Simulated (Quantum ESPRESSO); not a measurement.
Band energies of Na₂PdC₂

```xyz
5
Lattice="4.5121 0.0000 0.0000 -2.2560 3.9076 0.0000 0.0000 0.0000 5.2830" Properties=species:S:1:pos:R:3 pbc="T T T"
C      0.0000     0.0000     3.2759
C      0.0000     0.0000     2.0071
Na     0.0000     2.6051     3.8043
Na     2.2560     1.3025     1.4787
Pd     0.0000     0.0000     0.0000
```

PBEsol (pw.x of Quantum ESPRESSO, ONCV potentials, no spin-orbit coupling); path ΓMKΓALHA,LM,KH; energies in eV from the valence-band maximum.

```
k (1/Å)  point  band 18  band 19  band 20  band 21  band 22  band 23  band 24  band 25
-------  -----  -------  -------  -------  -------  -------  -------  -------  -------
0.00         Γ    -2.02    -1.86    -1.86    -1.15    -1.15     4.22     6.00     6.00
0.20              -1.89    -1.87    -1.71    -1.16    -1.12     4.42     5.59     5.69
0.40              -1.96    -1.88    -1.39    -1.03    -1.03     4.26     5.05     5.36
0.80         M    -2.06    -1.89    -1.40    -0.91    -0.22     2.65     4.78     5.49
1.04              -2.04    -1.93    -1.26    -0.96    -0.18     2.86     4.41     5.15
1.27         K    -1.99    -1.99    -1.07    -1.07    -0.12     3.44     3.44     5.30
1.45              -2.02    -1.95    -1.15    -1.04    -0.25     3.21     4.08     5.19
1.64              -2.00    -1.91    -1.19    -1.12    -0.65     3.68     4.77     5.35
2.01              -1.89    -1.87    -1.74    -1.16    -1.12     4.39     5.67     5.71
2.20         Γ    -2.02    -1.86    -1.86    -1.15    -1.15     4.22     6.00     6.00
2.39              -1.99    -1.26    -1.26    -1.14    -1.14     3.98     5.29     5.29
2.79         A    -1.93    -1.15    -1.15     0.00     0.00     3.57     3.65     3.65
2.99              -1.82    -1.16    -1.12    -0.05    -0.01     3.19     3.58     3.81
3.39              -1.39    -0.95    -0.82    -0.23    -0.06     1.36     3.23     5.00
3.60         L    -1.38    -0.91    -0.46    -0.26    -0.06     0.81     3.15     5.26
4.06         H    -1.12    -1.12    -0.43    -0.19    -0.19     1.68     1.68     6.01
4.21              -1.18    -1.09    -0.50    -0.22    -0.15     1.41     2.19     5.78
4.52              -1.42    -1.20    -0.95    -0.17    -0.06     2.14     3.14     4.65
4.68              -1.68    -1.18    -1.07    -0.10    -0.03     2.77     3.44     4.10
4.83              -1.87    -1.16    -1.13    -0.03    -0.01     3.36     3.60     3.72
4.99         A    -1.93    -1.15    -1.15     0.00     0.00     3.57     3.65     3.65
4.99         L    -1.38    -0.91    -0.46    -0.26    -0.06     0.81     3.15     5.26
5.14              -1.38    -0.91    -0.67    -0.39    -0.33     1.24     3.48     5.25
5.43              -1.83    -1.52    -1.39    -0.90    -0.24     2.44     4.86     5.15
5.58         M    -2.06    -1.89    -1.40    -0.91    -0.22     2.65     4.78     5.49
5.58         K    -1.99    -1.99    -1.07    -1.07    -0.12     3.44     3.44     5.30
5.73              -1.73    -1.73    -1.06    -1.06    -0.15     3.22     3.22     5.31
5.88              -1.27    -1.27    -0.95    -0.95    -0.22     2.67     2.67     5.44
6.18         H    -1.12    -1.12    -0.43    -0.19    -0.19     1.68     1.68     6.01
```

The PBEsol gap is indirect, 0.81 eV, from A to L; the smallest direct gap is 0.88 eV.

Spin-orbit splittings are left out.

Geometry of the Materials Project entry, not relaxed at this level.

The structure is a Materials Project entry; no match was found in the copy of COD used, and its stability was not checked.
